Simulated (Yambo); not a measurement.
Sr2MoZnO6: lowest vertical excitons

```
CELL_PARAMETERS angstrom
      0.00000     4.02324     4.02324
      4.02324     0.00000     4.02324
      4.02324     4.02324     0.00000
ATOMIC_POSITIONS crystal
  O  0.75898 0.24102 0.75898
  O  0.24102 0.75898 0.24102
  O  0.75898 0.24102 0.24102
  O  0.24102 0.75898 0.75898
  O  0.75898 0.75898 0.24102
  O  0.24102 0.24102 0.75898
  Zn 0.50000 0.50000 0.50000
  Sr 0.25000 0.25000 0.25000
  Sr 0.75000 0.75000 0.75000
  Mo 0.00000 0.00000 0.00000
```

The geometry is that of Materials Project entry mp-18829, symmetrised and not relaxed again.

BSE in Yambo on norm-conserving LDA (Quantum ESPRESSO, 84 Ry, without SOC) bands: 4×4×4 mesh, 20 valence and 6 conduction bands, static screening with 92 bands and a 3 Ry block, scissor 1.46 eV, Tamm-Dancoff; field along x.

```csv
state,energy (eV),states within 2 meV,relative strength,class,main transitions
1,2.83,1,< 0.01,dark,several band pairs
2,2.94,3,< 0.01,dark,several band pairs
3,3.03,3,< 0.01,dark,several band pairs
4,3.04,3,< 0.01,dark,several band pairs
5,3.17,2,< 0.01,dark,several band pairs
6,3.18,3,1.00,strong,several band pairs
7,3.27,2,< 0.01,dark,VB → CB (98 %)
8,3.31,1,< 0.01,dark,several band pairs
```

These are vertical excitations (zero momentum). The direct quasiparticle gap on this mesh is 3.63 eV; counted from there, state 1 is bound by 0.80 eV. Convergence with the mesh was not shown.

Spin singlets only. Strengths are relative to the strongest of the lowest states of this run; strong means a line over 3 % of the spectrum's maximum, dark under 0.03 %. Absolute energies carry the error of the G0W0 scissor, whose convergence isn't established.

Spin-orbit splittings are left out.

With a shallow 3d shell G0W0 needs far more bands and larger blocks than here, so the scissor is uncertain by tenths of an eV or more.
